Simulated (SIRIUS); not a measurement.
A self-consistent single point of Au (Fm-3m, 4 atoms in the cell; from Materials Project mp-81, changed as shown) with SIRIUS.

All values come from this method and carry its errors: PBE, FP-LAPW (LAPW with two local orbitals a valence shell; core below -3 Ha), all-electron full potential with ZORA scalar-relativistic valence and Dirac core (SIRIUS).

The change in words: lattice scaled by 0.98. Reference geometry (Fm-3m):
```
Au
1.0
    4.17129     0.00000     0.00000
    0.00000     4.17129     0.00000
    0.00000     0.00000     4.17129
Au
4
Direct
  0.00000   0.00000   0.00000
  0.00000   0.50000   0.50000
  0.50000   0.00000   0.50000
  0.50000   0.50000   0.00000
```

Reference input (self-consistent single point, DFT, PBE, FP-LAPW (LAPW with two local orbitals a valence shell; core below -3 Ha), all-electron full potential with ZORA scalar-relativistic valence and Dirac core): parameters.ngridk = 12 12 12; basis = LAPW with two local orbitals a valence shell, core below -3 Ha; unit_cell.atom_type_rmt = {Au: 2.4} bohr; parameters.xc_functionals = [XC_GGA_X_PBE, XC_GGA_C_PBE]; parameters.aw_cutoff = 7; parameters.pw_cutoff = 20 1/bohr; parameters.smearing = fermi_dirac; parameters.smearing_width = 0.00183747 Ha; parameters.electronic_structure_method = full_potential_lapwlo; parameters.lmax_apw = 8; parameters.lmax_rho = 8; parameters.lmax_pot = 8. This run's input differs from it in these lines:

```diff
@@ -36,5 +36,5 @@
     "lattice_vectors": [
-      [7.8825956864, 0.0, 0.0],
-      [0.0, 7.8825956864, 0.0],
-      [0.0, 0.0, 7.8825956864]
+      [7.7249433947, 0.0, 0.0],
+      [0.0, 7.7249433947, 0.0],
+      [0.0, 0.0, 7.7249433947]
     ],
```

Log, with long lists cut:

```
[find] density tolerance         : 1e-06
[find] total energy tolerance    : 1e-07
[find] iter_solver_tol (initial) : 0.01
[find] iter_solver_tol (target)  : 1e-13
[find] num_dft_iter              : 100
Charges and magnetic moments
--------------------------------------------------------------------------------
atom      charge    core leakage
--------------------------------------------------------------------------------
   0   77.329096    0.000000e+00
   1   77.329096    0.000000e+00
   2   77.329096    0.000000e+00
   3   77.329096    0.000000e+00

total core leakage    : 0.00000000e+00
interstitial charge   : 6.683614
   [... lines left out ...]
[find]    3   77.086724    1.121046e-03
[find] total core leakage    : 4.48418583e-03
[find] interstitial charge   : 7.648611
[find] total charge          : 315.995509
[find] Energy
[find] smearing (-TS)                 :      -0.00033644
[find] Total energy                   :  -76191.62011616 (Ha), -152383.24023233 (Ry)
[find] Free energy (E-TS)             :  -76191.62045260 (Ha), -152383.24090520 (Ry)
[find] band gap (eV)                  :       0.00000000
[find] Efermi                         :       0.34026746
[find] iteration : 10, RMS (target) : 2.3219e-07 (1.0000e-06) , energy difference (target) : -1.3781e-08 (1.0000e-07)
[find] converged after 11 SCF iterations!
Warning in function "check_num_electrons" at src/density/density.cpp:1179
wrong number of electrons
  obtained value : 315.996
  target value : 316
  difference : 0.00449131
  total core leakage : 0.00448419
    atom class : 0, core leakage : 0.00112105
[find] Charges and magnetic moments
[find] atom      charge    core leakage
[find]    0   77.086724    1.121046e-03
[find]    1   77.086724    1.121046e-03
[find]    2   77.086724    1.121046e-03
[find]    3   77.086724    1.121046e-03
[find] total core leakage    : 4.48418583e-03
[find] interstitial charge   : 7.648611
[find] total charge          : 315.995509
[find] Energy
[find] smearing (-TS)                 :      -0.00033644
[find] Total energy                   :  -76191.62011616 (Ha), -152383.24023233 (Ry)
[find] Free energy (E-TS)             :  -76191.62045260 (Ha), -152383.24090520 (Ry)
[find] band gap (eV)                  :       0.00000000
[find] Efermi                         :       0.34026746
[ground_state] ==== total Forces in Ha/bohr =====
[ground_state] atom:    0, force:       0.0000000      0.0000000      0.0000000
   [... zero for the other atoms too ...]
```

The run converged in 11 iterations. Against the reference run the free energy rises by 20.5 meV/atom.

The structure comes from a collection of computed structures, made at another level of theory; the collection holds predicted forms beside known ones. Values depend on the basis (sphere radii, cutoffs, local orbitals), which need not be converged.

Cost on one core: very roughly 70 core-seconds.

The gap that the log prints is read on the run's mesh, which can miss the band edges or a crossing.
